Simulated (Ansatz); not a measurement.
## Stationary points along a deformation path in SnO

The calculation used DFT PBE+D3(BJ), scalar-relativistic, plane waves, PAW (Ansatz 0.2.0). Settings: plane waves to 420 eV, k-mesh 14×14×12 (Γ-centred), Gaussian smearing 0.15 eV. No spin polarisation. Energies are free energies at this smearing, counted from the undisturbed cell; pressure is positive in compression.

The starting cell (relaxed at this level):

```
CELL_PARAMETERS angstrom
3.83710 0.00000 0.00000
0.00000 3.83710 0.00000
0.00000 0.00000 4.76213
ATOMIC_POSITIONS crystal
Sn 0.00000 0.50000 0.24324
Sn 0.50000 0.00000 0.75676
O 0.00000 0.00000 0.00000
O 0.50000 0.50000 0.00000
```

At fixed volume and fractional coordinates, lengths along (0.000, 0.000, 1.000) are scaled against those across it; ρ is that ratio over its starting value. V = 17.529 Å³/atom. Δσ is the stress along the axis less the mean stress across it (compression positive).

| ρ | ΔE (meV/atom) | Δσ (GPa) | space group |
| --- | --- | --- | --- |
| 0.850 | 59.1 | 8.91 | P4/nmm |
| 0.920 | 17.1 | 5.37 | P4/nmm |
| 0.960 | 4.3 | 2.82 | P4/nmm |
| 1.000 | 0.0 | 0.00 | P4/nmm |
| 1.100 | 26.8 | -8.06 | P4/nmm |
| 1.200 | 106.5 | -17.36 | P4/nmm |

Task: How does the stress give the slope of the energy, and where is the energy stationary?

Result: Along the path d ln(length) is 2/3 d ln ρ on the axis and −1/3 d ln ρ across it, so dE/d ln ρ = −(2/3) V Δσ: the energy falls with ρ where Δσ is positive. Δσ vanishes or changes sign at ρ = 1.000 (P4/nmm), a minimum at 0.0 meV/atom. Pairs of stationary points between two samples would go unseen, and could change a minimum read from distant neighbours into a maximum.

Task: Integrate that slope from ρ = 1 to 0.850 by the trapezoid rule.

Result: With V/N in Å³ and 1 eV/Å³ = 160.2 GPa the slopes at ρ = 1.000, 0.960, 0.920, 0.850 are 0, -206, -392, -650 meV/atom per unit of ln ρ. The steps add 4.2 + 12.7 + 41.2 = 58.1 meV/atom, against 59.1 from the energies; the trapezoid rule misses the curvature of the slope within each step.

Forces appear on the atoms along this scan, and letting them relax would lower the energy and soften the response. The gap closes along the scan, which can put kinks into the curve.